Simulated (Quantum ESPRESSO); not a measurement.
# Mg3S2FCl: convergence and cost over cutoff and k mesh

Simulated, not a measurement. The program is pw.x of Quantum ESPRESSO 7.5 (plane-wave density functional theory). The cell is made up: 7 atoms on a rocksalt lattice with one site empty, with randomly drawn elements, strain and displacements, not relaxed. PseudoDojo standard norm-conserving files (v0.5 for PBE, v0.4.1 for LDA and PBEsol) set the functional; there is no spin polarisation, spin-orbit coupling or dispersion term, and the masses in the input are unused placeholders.

Input of the run in row 4:

```
&control calculation='scf', pseudo_dir='./dojo.nc.sr.pbe.v0_5.standard.upf', outdir='./o', disk_io='low', tprnfor=.true., tstress=.true. /
&system ibrav=0, nat=7, ntyp=4, nbnd=34, ecutwfc=84.00895049, nosym=.true., tot_charge=0,
 occupations='smearing', smearing='fd', degauss=0.0018374661
/
&electrons conv_thr=7.350e-09, electron_maxstep=60, /
ATOMIC_SPECIES
Cl 1.0 Cl.upf
F 1.0 F.upf
Mg 1.0 Mg.upf
S 1.0 S.upf
CELL_PARAMETERS angstrom
4.9384 -0.0207 0.0387
-0.0207 4.9893 0.0401
0.0387 0.0401 5.0078
ATOMIC_POSITIONS angstrom
Mg 0.0245 -0.0488 -0.0124
Mg -0.004 2.5186 2.5582
Mg 2.477 0.021 2.5513
S 2.5051 0.0007 0.0528
F 2.4609 2.504 2.5224
S 4.9377 -0.0198 2.5383
Cl 4.933 2.4353 0.0597
K_POINTS automatic
4 4 4 1 1 1
```

The same cell was run at these settings. Meshes are shifted by half a step, and differences are from the last row, which is itself not exact.

```
cutoff (eV)     k mesh  k points solved  threshold (eV)  free energy less the last row's (eV)  pressure (GPa)  largest stress difference (GPa)  largest force difference (eV/Å)  iterations  wall time (s)  k-point pools              processor
        800  2 x 2 x 2                4           1e-04                                 2.392          -21.39                            23.90                            0.012           7              8              4  AMD EPYC, Zen 5 class
       1143  1 x 1 x 1                1           1e-07                                 2.313            7.00                             5.22                            0.177           9             12              4  AMD EPYC, Zen 5 class
        616  4 x 4 x 4               32           1e-07                                25.058         -143.94                           146.74                            0.020           9             16              4  AMD EPYC, Zen 5 class
       1143  4 x 4 x 4               32           1e-07                                 0.002            2.42                             0.01                            0.002           9             34              4  AMD EPYC, Zen 5 class
       1437  6 x 6 x 6              108           1e-07                                 0.000            2.43                             0.00                            0.000           9            166              4  AMD EPYC, Zen 5 class
```

Each pool is one process. Wall times include start-up and a band step at six k points, which weighs most on the coarsest meshes. The runs were on shared virtual cores whose load varied, so times are rough.